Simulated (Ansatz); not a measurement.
Generalised stacking fault of CaF2 (fluorite) on the {100} plane. The cell below holds the perfect crystal with the plane normal along z; tilting its third vector by the shift puts one fault into each cell, between planes 1.36 Å apart, at fixed cell height.

```yaml
crystal:
  lattice:
    - [3.84606, 0.00000, 0.00000]
    - [0.00000, 3.84606, 0.00000]
    - [1.92303, 1.92303, 8.15872]
  atoms:
    - { symbol: Ca, position: [0.00000, 0.00000, 0.91667] }
    - { symbol: Ca, position: [0.33333, 0.33333, 0.25000] }
    - { symbol: Ca, position: [0.66667, 0.66667, 0.58333] }
    - { symbol: F, position: [0.91667, 0.41667, 0.08333] }
    - { symbol: F, position: [0.25000, 0.75000, 0.41667] }
    - { symbol: F, position: [0.58333, 0.08333, 0.75000] }
    - { symbol: F, position: [0.41667, 0.91667, 0.08333] }
    - { symbol: F, position: [0.75000, 0.25000, 0.41667] }
    - { symbol: F, position: [0.08333, 0.58333, 0.75000] }
```

In-plane vectors a = (3.846, 0.000) Å, b = (0.000, 3.846) Å, area 14.79 Å². The shift is s times the vector a + b (length 5.439 Å), so s = 1 restores the start. The shift is rigid: no atom relaxes. γ = [E(shift) − E(0)] / area.

Computed with r2SCAN (plane waves to 500 eV, PAW, scalar-relativistic; Ansatz, a first-principles code). k mesh 7×7×7 (Γ-centred), Fermi-Dirac smearing 0.05 eV. Energies are extrapolated to zero smearing. Faults lie only 8.2 Å apart, and holding the cell height and the atoms raises γ above its relaxed value. CaF2 was relaxed with its symmetry unable to fall. The zero of γ is zero shift.

```json
[
 {"s": "0.000", "γ (mJ/m²)": "0"},
 {"s": "0.083", "γ (mJ/m²)": "301"},
 {"s": "0.167", "γ (mJ/m²)": "1087"},
 {"s": "0.250", "γ (mJ/m²)": "1724"},
 {"s": "0.333", "γ (mJ/m²)": "1634"},
 {"s": "0.417", "γ (mJ/m²)": "1252"},
 {"s": "0.500", "γ (mJ/m²)": "1101"},
 {"s": "0.583", "γ (mJ/m²)": "1252"},
 {"s": "0.667", "γ (mJ/m²)": "1634"},
 {"s": "0.750", "γ (mJ/m²)": "1724"},
 {"s": "0.833", "γ (mJ/m²)": "1087"},
 {"s": "0.917", "γ (mJ/m²)": "301"}
]
```

### Question
Does γ have a local minimum between the ends of the line, and at which s?

### Answer
s = 0.500.

### Question
Which barrier is met on the easier way from s = 0 (or 1) to s = 0.500?

### Answer
1.72 J/m².

### Question
By a periodic cubic spline through the points, what shear stress does the steepest rise of γ from s = 0 correspond to?

### Answer
19 GPa. A slope of 1 mJ/m² per Å is 0.01 GPa.

(The slope of γ gives the shear force per area between the displaced halves; near zero shift its curvature is an elastic stiffness.)
